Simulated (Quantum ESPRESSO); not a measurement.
GeGa3N3C, input and log of a self-consistent run

Simulated, not a measurement. The program is pw.x of Quantum ESPRESSO 7.5 (plane-wave density functional theory). The cell is made up: 8 atoms on a zincblende/diamond lattice, with randomly drawn elements, strain and displacements, not relaxed. PseudoDojo standard norm-conserving files (v0.5 for PBE, v0.4.1 for LDA and PBEsol) set the functional; there is no spin polarisation, spin-orbit coupling or dispersion term, and the masses in the input are unused placeholders.

Input:

```
&control calculation='scf', pseudo_dir='./dojo.nc.sr.pbe.v0_5.standard.upf', outdir='./o', disk_io='medium', tprnfor=.true., tstress=.true. /
&system ibrav=0, nat=8, ntyp=4, nbnd=42, ecutwfc=84.00895049, nosym=.true., tot_charge=0,
 occupations='smearing', smearing='fd', degauss=0.0018374661
/
&electrons conv_thr=7.350e-09, electron_maxstep=60, /
ATOMIC_SPECIES
C 1.0 C.upf
Ga 1.0 Ga.upf
Ge 1.0 Ge.upf
N 1.0 N.upf
CELL_PARAMETERS angstrom
4.5142 -0.0015 0.0128
-0.0015 4.5007 -0.008
0.0128 -0.008 4.5149
ATOMIC_POSITIONS angstrom
Ge 0.0105 -0.0903 0.1008
Ga -0.0812 2.246 2.2708
Ga 2.3129 -0.0546 2.2698
Ga 2.16 2.2306 -0.0341
N 1.1494 1.0684 1.0249
C 1.2096 3.3695 3.31
N 3.4287 1.1534 3.4625
N 3.4127 3.2649 1.0985
K_POINTS automatic
4 4 4 1 1 1
```

The log is shortened where brackets say so; the opening notice, blank lines, dates and the lines on written files are dropped, and the path of the files is cut. It prints rydbergs, bohrs and kilobars, and counts compression as positive stress. With no partly filled state, the Fermi energy that it prints is only some level between the filled and the empty states on the mesh, and need not lie in the true gap.

```
     Program PWSCF v.7.5
     Parallel version (MPI & OpenMP), running on       1 processor cores
     Number of MPI processes:                 1
     Threads/MPI process:                     1
     [start-up lines left out]
     bravais-lattice index     =            0
     lattice parameter (alat)  =       8.5306  a.u.
     unit-cell volume          =     619.0143 (a.u.)^3
     number of atoms/cell      =            8
     number of atomic types    =            4
     number of electrons       =        72.00
     number of Kohn-Sham states=           42
     kinetic-energy cutoff     =      84.0090  Ry
     charge density cutoff     =     336.0358  Ry
     scf convergence threshold =      7.3E-09
     mixing beta               =       0.7000
     number of iterations used =            8  plain     mixing
     Exchange-correlation= PBE
                           (   1   4   3   4   0   0   0)
     [axes and pseudopotential details left out]
   Cartesian axes
     site n.     atom                  positions (alat units)
         1        Ge     tau(   1) = (   0.0023260  -0.0200035   0.0223294  )
         2        Ga     tau(   2) = (  -0.0179876   0.4975391   0.5030328  )
         3        Ga     tau(   3) = (   0.5123589  -0.0120951   0.5028113  )
         4        Ga     tau(   4) = (   0.4784881   0.4941276  -0.0075539  )
         5        N      tau(   5) = (   0.2546177   0.2366744   0.2270382  )
         6        C      tau(   6) = (   0.2679534   0.7464194   0.7332388  )
         7        N      tau(   7) = (   0.7595335   0.2555038   0.7670209  )
         8        N      tau(   8) = (   0.7559891   0.7232481   0.2433422  )
     number of k points=    32  Fermi-Dirac smearing, width (Ry)=  0.0018
                       cart. coord. in units 2pi/alat
        k(    1) = (   0.1246882   0.1256389   0.1248503), wk =   0.0625000
        k(    2) = (   0.1239796   0.1260830   0.3748153), wk =   0.0625000
     [further k points left out]
     Dense  grid:    64385 G-vectors     FFT dimensions: (  50,  50,  50)
     Estimated max dynamical RAM per process >      86.09 MB
     Initial potential from superposition of free atoms
     starting charge      71.9911, renormalised to      72.0000
     Starting wfcs are   52 randomized atomic wfcs
     total cpu time spent up to now is        8.7 secs
     per-process dynamical memory:    49.2 Mb
     Self-consistent Calculation
     iteration #  1     ecut=    84.01 Ry     beta= 0.70
     Davidson diagonalization with overlap
     ethr =  1.00E-02,  avg # of iterations =  3.0
     total cpu time spent up to now is       28.5 secs
     total energy              =    -710.87960421 Ry
     estimated scf accuracy    <       2.04477564 Ry
     iteration #  2     ecut=    84.01 Ry     beta= 0.70
     Davidson diagonalization with overlap
     ethr =  2.84E-03,  avg # of iterations =  3.0
     total cpu time spent up to now is       46.6 secs
     total energy              =    -711.50200616 Ry
     estimated scf accuracy    <       1.70433198 Ry
     iteration #  3     ecut=    84.01 Ry     beta= 0.70
     Davidson diagonalization with overlap
     ethr =  2.37E-03,  avg # of iterations =  2.0
     total cpu time spent up to now is       69.0 secs
     total energy              =    -711.78276484 Ry
     estimated scf accuracy    <       0.03413249 Ry
     iteration #  4     ecut=    84.01 Ry     beta= 0.70
     Davidson diagonalization with overlap
     ethr =  4.74E-05,  avg # of iterations =  6.7
     total cpu time spent up to now is       91.3 secs
     total energy              =    -711.79959392 Ry
     estimated scf accuracy    <       0.00882521 Ry
     iteration #  5     ecut=    84.01 Ry     beta= 0.70
     Davidson diagonalization with overlap
     ethr =  1.23E-05,  avg # of iterations =  5.1
     total cpu time spent up to now is      108.6 secs
     total energy              =    -711.80038783 Ry
     estimated scf accuracy    <       0.00315985 Ry
     iteration #  6     ecut=    84.01 Ry     beta= 0.70
     Davidson diagonalization with overlap
     ethr =  4.39E-06,  avg # of iterations =  2.0
     total cpu time spent up to now is      124.0 secs
     total energy              =    -711.80049848 Ry
     estimated scf accuracy    <       0.00058649 Ry
     iteration #  7     ecut=    84.01 Ry     beta= 0.70
     Davidson diagonalization with overlap
     ethr =  8.15E-07,  avg # of iterations =  3.2
     total cpu time spent up to now is      141.3 secs
     total energy              =    -711.80054492 Ry
     estimated scf accuracy    <       0.00007243 Ry
     iteration #  8     ecut=    84.01 Ry     beta= 0.70
     Davidson diagonalization with overlap
     ethr =  1.01E-07,  avg # of iterations =  4.0
     total cpu time spent up to now is      159.8 secs
     total energy              =    -711.80056225 Ry
     estimated scf accuracy    <       0.00000470 Ry
     iteration #  9     ecut=    84.01 Ry     beta= 0.70
     Davidson diagonalization with overlap
     ethr =  6.53E-09,  avg # of iterations =  3.0
     total cpu time spent up to now is      176.8 secs
     total energy              =    -711.80056382 Ry
     estimated scf accuracy    <       0.00000031 Ry
     iteration # 10     ecut=    84.01 Ry     beta= 0.70
     Davidson diagonalization with overlap
     ethr =  4.33E-10,  avg # of iterations =  2.3
     total cpu time spent up to now is      193.4 secs
     total energy              =    -711.80056383 Ry
     estimated scf accuracy    <       0.00000011 Ry
     iteration # 11     ecut=    84.01 Ry     beta= 0.70
     Davidson diagonalization with overlap
     ethr =  1.57E-10,  avg # of iterations =  2.1
     total cpu time spent up to now is      210.5 secs
     End of self-consistent calculation
          k = 0.1247 0.1256 0.1249 (  8080 PWs)   bands (ev):
   -13.1646 -13.1515 -13.0966 -13.0682 -13.0608  -5.1686  -4.0194  -3.7677
    -2.8226  -2.5143  -2.4813  -2.4733  -2.4160  -2.3980  -2.3616  -2.3360
    -2.2898  -2.2822  -2.2508  -2.1835  -2.1558  -1.2320  -0.9995   1.3885
     3.5890   4.9639   5.2353   7.0360   7.3083   7.9458   8.0680   8.5632
     8.7047   9.9871  10.9387  11.2506  13.5349  14.1814  14.6654  15.8437
    16.8473  17.6729
     [levels at the other k points left out]
     the Fermi energy is    12.7142 ev
!    total energy              =    -711.80056384 Ry
     estimated scf accuracy    <          6.1E-09 Ry
     smearing contrib. (-TS)   =      -0.00000000 Ry
     internal energy E=F+TS    =    -711.80056384 Ry
     The total energy is F=E-TS. E is the sum of the following terms:
     one-electron contribution =    -224.86180295 Ry
     hartree contribution      =     178.97646500 Ry
     xc contribution           =    -192.45488501 Ry
     ewald contribution        =    -473.46034089 Ry
     convergence has been achieved in  11 iterations
     Forces acting on atoms (cartesian axes, Ry/au):
     atom    1 type  3   force =     0.03549005    0.01165566   -0.11563938
     atom    2 type  2   force =     0.09474602   -0.01940402    0.02469194
     atom    3 type  2   force =     0.00222223    0.04789327   -0.00944271
     atom    4 type  2   force =     0.02896122    0.00417309   -0.01982363
     atom    5 type  4   force =    -0.03543850   -0.02183450    0.07903655
     atom    6 type  1   force =    -0.10250787   -0.00043663    0.04738885
     atom    7 type  4   force =     0.00076375   -0.07789666    0.00430859
     atom    8 type  4   force =    -0.02423690    0.05584978   -0.01052021
     Total force =     0.242910     Total SCF correction =     0.000342
     Computing stress (Cartesian axis) and pressure
          total   stress  (Ry/bohr**3)                   (kbar)     P=       93.86
   0.00059875   0.00019045  -0.00008878           88.08       28.02      -13.06
   0.00019045   0.00069751  -0.00031685           28.02      102.61      -46.61
  -0.00008878  -0.00031685   0.00061795          -13.06      -46.61       90.90
     init_run     :      7.85s CPU      8.59s WALL (       1 calls)
     electrons    :    187.31s CPU    201.81s WALL (       1 calls)
     forces       :      2.31s CPU      2.34s WALL (       1 calls)
     stress       :      9.65s CPU      9.71s WALL (       1 calls)
     [timing details left out]
     PWSCF        :   3m27.36s CPU   3m42.99s WALL
     JOB DONE.
```

In other units: free energy -9684.540 eV for the cell, pressure 9.39 GPa, largest force component 2.973 eV/Å. A rerun of a related cell, with the same atoms placed differently, at 1437 eV and a 6 x 6 x 6 mesh moved values by no more than 0.005 eV in energy, 0.02 GPa in stress and 0.002 eV/Å in force.